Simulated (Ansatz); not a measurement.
Li:
```
CELL_PARAMETERS angstrom
     -3.43361     3.43361     3.43361
      3.43361    -3.43361     3.43361
      3.43361     3.43361    -3.43361
ATOMIC_POSITIONS crystal
  Li 0.00011 0.50000 0.00000
  Li 0.50000 0.00000 0.50011
  Li 0.00000 0.00011 0.50000
  Li 0.99989 0.99989 0.99989
  Li 0.49989 0.49989 0.49989
  Li 0.00000 0.50011 0.50000
  Li 0.50000 0.00000 0.00011
  Li 0.50011 0.50000 0.00000
```

Relaxed with PBEsol. Special points in fractions of this cell's reciprocal vectors: Γ (0.000, 0.000, 0.000); H (0.500, -0.500, 0.500); N (0.000, 0.000, 0.500); P (0.250, 0.250, 0.250).

Problem. List the band energies nearest the Fermi level at these points for DFT-PBEsol in the program Ansatz with PAW potentials.

Solution. In eV from the Fermi level; about four levels below and three above (degenerate sets whole), none deeper than 8.9 eV; points with the same levels are listed once.

| k | below | above |
|---|---|---|
| Γ | -3.57 | 0.24 0.24 0.24 0.24 0.24 0.24 |
| H | -1.16 -1.16 -1.16 -1.16 -1.16 -1.16 | 3.38 3.38 3.38 3.38 3.38 3.38 |
| N | -0.04 -0.04 -0.04 -0.04 | 1.79 1.79 3.86 3.86 |
| P | -1.79 -1.79 -1.79 -1.79 | 2.58 2.58 2.58 2.58 2.58 2.58 2.58 2.58 |

Space group Im-3m (bcc (W type)). Symmetry was held in the PBEsol relaxation. Point labels and valley counts follow the cell and symmetry of the run, lower than the named group.

Potentials: the earlier of the program's two PAW sets. The files were generated under PBE; for other functionals the program regenerates the frozen cores, and for LDA and PBEsol the local potential too.
